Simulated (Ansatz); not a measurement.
LaGaSi in space group I4_1md (No. 109; La on 4a, Ga on 4a, Si on 4a), plane-wave PAW PBE (Ansatz code), all energies at zero smearing, with the estimated change up to a 700 eV cutoff added, with one set of potentials and settings (totals compare only within such a set). Cell of 6 atoms (2 La, 2 Ga, 2 Si): -21342.183 eV.

```json
[
 {"element": "La", "reference phase": "P6_3/mmc, 4 atoms in the cell", "E (eV/atom)": "-6250.0953"},
 {"element": "Ga", "reference phase": "Cmce, 4 atoms in the cell", "E (eV/atom)": "-3783.0209"},
 {"element": "Si", "reference phase": "Fd-3m, 2 atoms in the cell", "E (eV/atom)": "-635.8096"}
]
```

Formation energy per atom, worked out: (-21342.183 − 2×(-6250.0953) − 2×(-3783.0209) − 2×(-635.8096))/6 = -0.722 eV/atom (-70 kJ per mol of atoms), at 0 K, without zero-point energy or fitted corrections.

The first step of the workflow began from a Materials Project structure, measured or hypothetical; the Crystallography Open Database copy checked does not list it. With Ga and Si taken as one species the cell has the higher symmetry I4_1/amd, so it may be an ordered model of a mixed-site phase. Its standing as an ambient phase is unchecked. The cell was relaxed with PBE under the symmetry of its start; whether a distortion lowers the energy is not shown. The references are the lowest solids computed at this level, not always the standard phases. Spin–orbit coupling is left out wherever it is not named.

Potentials: the later of the program's two PAW sets.
